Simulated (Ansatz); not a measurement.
## YSi2Pd2: input and output

input.yaml (Ansatz 0.2.0)

```yaml
crystal:
  lattice:
    - [0.0, 4.133313, 0.0]
    - [4.133313, 0.0, 0.0]
    - [2.066656, 2.066656, -4.930917]
  atoms:
    - { symbol: "Y", position: [0.0, 0.0, 0.0] }
    - { symbol: Pd, position: [0.75, 0.25, 0.5] }
    - { symbol: Pd, position: [0.25, 0.75, 0.5] }
    - { symbol: Si, position: [0.375, 0.375, 0.25] }
    - { symbol: Si, position: [0.625, 0.625, 0.75] }
  symmetry: { tolerance: 0.0003 }
kpoints:
  mp_grid: { grid: [9, 9, 9], shift: [0, 0, 0] }
  band_path:
    path:
      - [0.0, 0.0, 0.0]
      - [0.5, 0.5, 0.5]
      - [0.5, 0.5, 0.25]
      - [0.0, 0.5, 0.0]
      - [0.0, 0.0, 0.0]
      - [0.0, 0.0, -0.5]
      - [0.0, 0.41216831, -0.29391584]
      - [0.0, 0.58783169, 0.29391584]
      - [0.0, 0.0, 0.0]
      - [0.5, 0.5, 0.5]
      - [0.41216831, 0.58783169, 0.5]
    npoints: 6
magnetization:
  spin_polarized: false
scf:
  occupations: { method: fermi_dirac }
  lower_state_search: "off"
  max_iter: 200
hamiltonian:
  pseudopotentials: { kind: paw }
  xc: r2scan
basis:
  ecutwfc: 500
  fft_grid_basis: typed
output:
  forces: true
  stress: true
  eigenvalues: true
  bader: true
  populations: true
  elf: true
  write_potential: true
  volumetric_format: npy
  dos:
    e_range: [-12, 8]
    de: 0.05
    projected: { site_lists: { Pd: [Pd], Si: [Si], "Y": ["Y"] } }
checkpoint:
  read: saved_state
```

Launched with:

```sh
ansatz run input.yaml --threads 1 --pin off --max-ram 2560MiB --backend cpu --events-out ev --progress --plain --runs-dir out
```

The run starts from an earlier solution of this cell. 

Parts of the output:

```
Free energy (F): -19114.2002 eV
Harris-Foulkes:  -19114.2002 eV  (|F-HF|=1.24e-8)
Internal energy: -19114.1288 eV  (E = F + TS)
E sigma→0 (E₀):  -19114.1645 eV
Entropy (-TS):   -0.0714 eV (-14.276 meV/atom)
Fermi energy:    14.5803 eV
--- Per-component energies (eV) ---
  E_band       = -549.3072
  E_kinetic    = 1423.0191
  E_local      = -6032.5426  (includes V_loc(G=0)·N_el)
  E_nonlocal   = 528.8646
  E_hartree    = 2512.3057
  E_xc         = -597.3790
  E_vxc        = -797.0639  (∫ρ·V_xc dr)
  E_paw        = -11423.2978  (= ΣΔE_a)
  E_vpaw       = -748.1103  (= ΣTr[D̂ρ^β])
  E_aug_tail   = 0.0002  (compensation charges beyond the density's cutoff)
  E_vtau       = 51.9130  (kinetic-family band-sum trace: ∫τ·v_τ [+ j·A + Jᵃ·Aᵃ] dr)
  E_ewald      = -5523.8881
  E_core_change = -1.2110  (= ΣΔE_core)
  E_smearing   = -0.0714  (= −TS)
--- Forces (eV/Å), atoms counted from 1 ---
  atom   1  Y      0.0000     0.0000     0.0000
  atom   2  Pd     0.0000     0.0000     0.0000
  atom   3  Pd     0.0000     0.0000     0.0000
  atom   4  Si     0.0000     0.0000     1.2750
  atom   5  Si     0.0000     0.0000    -1.2750
--- Stress (GPa, compression-positive) ---
        3.9938       0.0000       0.0000
        0.0000       3.9938       0.0000
        0.0000       0.0000       0.5315
  P = ⅓ Tr σ = 2.8397 GPa (28.397 kbar)
```

Absolute energies hang on the potentials; compare differences alone.

Origin: a database entry at a rescaled volume.
